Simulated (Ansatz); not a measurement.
Given:

BaTe (rock salt, Fm-3m), a = b = c = 7.063 Å, α = β = γ = 90.00°; the cell used has 2 atoms.

This is the r²SCAN-relaxed structure.

**Question.** All from plane-wave PAW r²SCAN (Ansatz code), unless another level is named. Estimate the bulk modulus (Birch–Murnaghan fit).

**Answer.** 30.6 GPa.

**Question.** Give the elastic constants (relaxed ions, GPa).

**Answer.** C11 = 72.7, C12 = 9.6, C44 = 12.1.

**Question.** And the highest zone-centre frequency (without LO–TO term)?

**Answer.** 11.6 meV.

The cell was relaxed with r²SCAN under the symmetry of its start; of distortions, only those at the zone centre were tested. Spin–orbit coupling is left out wherever it is not named.

Potentials: the later of the program's two PAW sets.
